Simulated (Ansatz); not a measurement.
One crystal and one scan (energy against volume) at two levels, PBE (plane waves to 420 eV, PAW, scalar-relativistic; Ansatz, a program for electronic structure) and r2SCAN (plane waves to 500 eV, PAW, scalar-relativistic; Ansatz), each from its own relaxed cell and on its own mesh. The cell shown is that of PBE.

KBr (rock salt)

```yaml
crystal:
  lattice:
    - [0.00000, 3.35261, 3.35261]
    - [3.35261, 0.00000, 3.35261]
    - [3.35261, 3.35261, 0.00000]
  atoms:
    - { symbol: Br, position: [0.00000, 0.00000, 0.00000] }
    - { symbol: K, position: [0.50000, 0.50000, 0.50000] }
```

E(V) scan at fixed shape, V₀ the volume above. Symmetry pins the atoms to their sites.

Energies are smeared free energies. KBr was relaxed with its symmetry unable to fall. Both scans cover V/V₀ from 0.900 to 1.100.

ΔE (meV/atom), each from the relaxed starting cell of its own level:

```
V/V₀    PBE    r2SCAN
-----  ----  --------
0.900  19.5      22.2
0.920  11.9      13.7
0.940   6.5  withheld
0.960   2.8       3.2
0.980   0.7       0.8
1.000   0.0       0.0
1.020   0.6       0.7
1.040   2.3       2.6
1.060   5.1       5.7
1.080   8.7       9.7
1.100  13.1      14.7
```

### Question
Estimate the r2SCAN value at 0.940 from the PBE value there and the ratio of the two levels in the two nearest given rows on that side of the minimum.

### Answer
At 0.920 and 0.900 the ratio r2SCAN/PBE averages 1.145, which gives 1.145 × 6.5 = 7.4 meV/atom. The calculation gives 7.4 meV/atom, +13.8 % against PBE.

(Under strain, the slope of the energy per volume gives the stress and its curvature an elastic modulus.)
